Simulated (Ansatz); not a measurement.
**LuPd from its elements: all-electron against pseudopotential results**

```yaml
crystal:
  lattice:
    - [3.38979, 0.00000, 0.00000]
    - [0.00000, 3.38979, 0.00000]
    - [0.00000, 0.00000, 3.38979]
  atoms:
    - { symbol: Lu, position: [0.00000, 0.00000, 0.00000] }
    - { symbol: Pd, position: [0.50000, 0.50000, 0.50000] }
```

The cell comes from a relaxation on PAW files under the same functional, begun from a database entry that needn't be the ground state.

Computed with Ansatz 0.2.0; functional PBEsol, scalar-relativistic. Settings: a Γ-centred 12×12×12 k mesh, Fermi–Dirac smearing of 0.05 eV, no spin polarisation. Methods: LAPW: all electrons, basis error target 0.5 meV/atom; PAW: frozen-core files, cutoff 420 eV.

The elements are taken as Lu hcp, Pd fcc, each relaxed on PAW files under the same functional and computed by the same method as the compound; zero-point and thermal terms are left out.

Spin–orbit coupling is left out, which matters for the heavy atoms. The PAW files were made under PBE.

Task: Give the formation energy by each method, with the residual pressure at this cell and the LAPW gap.

Result: 

| method | ΔE(formation) (eV/atom) | P at this cell (GPa) | gap (eV) |
| --- | --- | --- | --- |
| LAPW | -0.909 | 0.00 | 0.00 |
| PAW | -0.909 | 0.00 | – |

Task: Give the LAPW value for one formula unit in kJ/mol.

Result: -0.909 eV/atom × 2 atoms × 96.485 kJ/(mol·eV) = -175.4 kJ/mol, at zero temperature and without zero-point motion.
